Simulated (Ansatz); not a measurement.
## Mo₂W: rattling a relaxed structure

The structure comes from a generated guess, relaxed at this level; another structure or a mixture of phases may lie lower.

All numbers below come from DFT PBE, scalar-relativistic, plane waves, PAW (Ansatz). Plane waves to 420 eV, a k mesh through Γ of 12×12×16 on the computed 3-atom cell and Gaussian smearing (0.10 eV); no spin polarisation.

The cell below (3 atoms, space group P-3m1 (No. 164)) is relaxed within its symmetry.

```xyz
3
Lattice="4.4810 0.0000 0.0000 -2.2405 3.8807 0.0000 0.0000 0.0000 2.7439" Properties=species:S:1:pos:R:3 pbc="T T T"
Mo    0.0000    2.5871    0.9201
Mo    2.2405    1.2936    1.8238
W     0.0000    0.0000    0.0000
```

For the test a repeat of it with 6 atoms (edges 2.74, 4.48, 7.76 Å) was strained at random (σ = 1.5 % a component), the atoms were moved at random (σ = 0.15 Å), and all was relaxed again on a coarse 8×6×4 mesh (in the run’s order of axes) with 0.20 eV smearing, with no symmetry imposed.

These runs have no spin–orbit coupling, which can matter for W.

Q: What happens?

A: It returns, within 1 meV/atom of the unmoved cell on that mesh and with the same symmetry when read at 0.1 Å (C2/m at 0.01 Å, so small strains and shifts remain). So it is stable against the distortions that fit this cell and that this random move excites. Modes that don't fit the cell aren't tested.
